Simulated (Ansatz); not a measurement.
AlN (zinc blende, space group No. 216) at seven volumes, r²SCAN in the plane-wave PAW code Ansatz, scaled uniformly. One row is withheld.

| V (Å³/atom) | P (GPa) |
|---|---|
| 9.490 | 23.75 |
| 9.802 | 14.65 |
| 10.115 | 6.79 |
| 10.428 | 0.00 |
| 10.741 | -5.87 |
| 11.054 | ? |
| 11.367 | -15.34 |

Task: Fit the shown pressures and predict the withheld one.

Result: P = (3/2)B₀(x^(7/2) − x^(5/2))[1 + (3/4)(B′ − 4)(x − 1)] with x = (V₀/V)^(2/3). Least squares on the six rows gives V₀ = 10.428 Å³/atom, B₀ = 210 GPa, B′ = 3.86. At V = 11.054, x = 0.9619 and P = -10.94 GPa. The run itself gave -10.95 GPa.

Space group F-43m (zinc blende). The r²SCAN relaxation kept the symmetry of its start; phonons on a q-mesh show no instability.

Potentials: the earlier of the program's two PAW sets.
